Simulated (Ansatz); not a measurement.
## Rb: energy along a strain

Rb, Im-3m, a = 5.612 Å (as given, not relaxed at this level: -0.1 GPa). Ansatz: PBEsol, PAW, 420 eV, Γ-centred 12×12×12 mesh on 1 atom, Gaussian smearing 0.15 eV; no spin polarisation. Cell vectors (Å): -2.806 2.806 2.806; 2.806 -2.806 2.806; 2.806 2.806 -2.806. The cell is strained by x per cent times the pattern (0 0 0 1 0 0) in the order xx yy zz yz xz xy (engineering shears), with fractional coordinates held. y is the free energy over the start, V0 = 88.374 Å³/atom. Symmetry makes y even in x. Points with a strain past 8.5 % were computed too (4) and aren't used here.

```
x (%) y (meV/atom)
-7.50          2.93
 0.00          0.00
 1.87          0.18
 3.75          0.73
 5.62             ?
```

Problem. Fit y = c2 x² + c4 x⁴ to the other rows, get the stiffness along the pattern, and predict the missing energy.

Solution. Least squares on the rows shown. y = 0.05181 x² + 4.878×10⁻⁶ x⁴. The clamped-ion stiffness p·C·p = 2 × 0.5181 eV × 160.2 / 88.374 Å³ = 1.9 GPa, which is C44 in these axes. At x = 5.62 the fit asked for gives 1.64 meV/atom. The run gave 1.64 meV/atom, the same to the digits shown.